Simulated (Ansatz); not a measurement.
# E(q) of GdBi (Fm-3m)

```xyz
2
Lattice="0.0000 3.1941 3.1941 3.1941 0.0000 3.1941 3.1941 3.1941 0.0000" Properties=species:S:1:pos:R:3 pbc="T T T"
Gd    0.0000    0.0000    0.0000
Bi    3.1941    3.1941    3.1941
```

The geometry is a structure from the Materials Project, held fixed and not relaxed.

Settings: LDA, 10×10×10 k mesh, Fermi–Dirac smearing of 0.08 eV. PAW means Ansatz 0.2.0 on its default frozen-core files; LAPW is all-electron LAPW in Ansatz 0.2.0. Site moments are integrated in spheres about the atoms, whose radii differ between the methods. Start moments of the first PAW run (μB): Gd1 6.9.

Flat spirals without spin–orbit coupling: moments start in the xy plane and turn about z by q·R from cell to cell, and their directions inside a cell are free. q runs from Γ to X = (0.500, 0.000, 0.500) in reciprocal cell vectors. Energies count from each method's run at q = 0. Each q is a vector of the k mesh, and the mesh is shifted by q/2 where needed, so that both spin components are sampled on the same points as at q = 0.

| fraction of Γ–X | q (1/Å) | ΔF PAW (meV/cell) | ΔF LAPW (meV/cell) | largest moment, PAW (μB) |
| --- | --- | --- | --- | --- |
| 0.000 | 0.000 | 0.0 | 0.0 | 6.91 |
| 0.200 | 0.197 | -0.5 | – | 6.91 |
| 0.400 | 0.393 | -0.5 | – | 6.91 |
| 0.600 | 0.590 | -0.1 | -0.1 | 6.91 |
| 0.800 | 0.787 | ? | – | 6.91 |
| 1.000 | 0.984 | +1.5 | +1.5 | 6.91 |

Task: Give the missing entry: row "0.800", column "ΔF PAW (meV/cell)".

Result: +1.0.

The lowest point lies at 0.200 of the way, 0.5 meV/cell under q = 0, which this mesh may not resolve.

The PAW files were made with PBE; the program remakes their cores once for the run's functional and then keeps them frozen. Without U a semilocal functional puts the f levels too near the Fermi level, which can change moments and the order of magnetic states; site and cell moments are spin moments. Spin–orbit coupling is left out although heavy atoms are present. In at least one run the program's final test of stability wasn't made or came to no verdict. With open f shells a run can end in a state that isn't the lowest. None of this fixes the real material's magnetic order: only patterns that fit the cell were computed, without spin fluctuations and on one mesh and smearing, with a functional that can overstate moments.
